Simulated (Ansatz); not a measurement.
**Stability checks on a candidate for KHfS2**

It was reached by relaxing an invented guess, and it needn't be the stable form of this composition.

Theory: DFT PBE, scalar-relativistic, plane waves, PAW in Ansatz 0.2.0. The final run on the 4-atom cell used 420 eV, a Γ-centred 12×12×6 mesh, 0.10 eV smearing and no spin polarisation.

```xyz
4
Lattice="3.6442 0.0000 0.0000 -1.8221 3.1560 0.0000 0.0000 0.0000 7.6688" Properties=species:S:1:pos:R:3 pbc="T T T"
K     0.0000    0.0000    3.8344
Hf    1.8221    1.0520    0.0000
S     0.0000    2.1040    1.5510
S     0.0000    2.1040    6.1178
```

Energies over the elements count from the elements' standard structures at the same level, with no fitted energy shifts.

Question: These tests were run: energy against the elements; phonons on a 2×2×1 q mesh; elastic tensor. What do they show?

Answer:

| test | result |
| --- | --- |
| energy against the elements | −1.44 eV/atom |
| phonons on a 2×2×1 q mesh | no imaginary mode on the mesh |
| elastic tensor | least eigenvalue 33 GPa |

It fails none of these tests. Other phases of the system weren't compared here, so this isn't yet thermodynamic stability.

These runs have no spin–orbit coupling, which can matter for Hf. An odd number of electrons in the primitive cell allows no gap without spin; a larger cell or a magnetic state could open one. The cell is a metal run without spin; a magnetic state may lie lower. The reference form of S is held partly by dispersion forces, which this level lacks. The run for the phonons used a 12×12×6 k mesh and Fermi–Dirac smearing of 0.15 eV. The run for the elastic tensor used a 12×12×6 k mesh and Fermi–Dirac smearing of 0.15 eV.
